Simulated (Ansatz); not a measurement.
A trial cell of YAlC4N4, before relaxation:

```
CELL_PARAMETERS angstrom
6.06795 0.00000 0.00000
0.00000 6.06795 0.00000
0.00000 0.00000 6.06795
ATOMIC_POSITIONS crystal
Y 0.50000 0.50000 0.50000
Al 0.00000 0.00000 0.00000
C 0.17840 0.17840 0.17840
C 0.17840 0.82160 0.82160
C 0.82160 0.17840 0.82160
C 0.82160 0.82160 0.17840
N 0.28972 0.28972 0.28972
N 0.28972 0.71028 0.71028
N 0.71028 0.28972 0.71028
N 0.71028 0.71028 0.28972
```

All numbers below come from DFT PBE, scalar-relativistic, plane waves, PAW in Ansatz 0.2.0. Cutoff 420 eV, Gaussian smearing, Γ-centred meshes. Cell and atoms relax first on a coarse mesh and then on a finer one. In between, the cell is made exact in the group found at 0.06 Å. In metals the finer mesh still leaves noise of several meV/atom or more. The steps can't lower the symmetry of their start. No spin polarisation.

A guess keeps its type if space group and coordination stay and the shape of the cell changes little (axis ratios within about 15 %, angles within 6°); the volume may change.

Q: Will the relaxed cell still be of the starting type?

A: It keeps its type. The symmetry stays P-43m (No. 215). The volume per atom grows by 8.8 %, from 22.3 to 24.3 Å³. The shortest distance goes from 1.17 Å (C–N) to 1.18 Å (C–N). Counting neighbours within 15 % of an atom's shortest distance, the start has Al 4, C 1, N 1, Y 4 and the end Al 4, C 1, N 1, Y 4.

The last run used a 6×6×6 mesh for its 10-atom cell and Gaussian smearing of 0.10 eV. The cell is a metal run without spin, though a test with spin on the coarse mesh kept 1.7 μB a cell, so a magnetic state probably lies lower. Symmetry constrained the relaxation, so the result can be a saddle point.
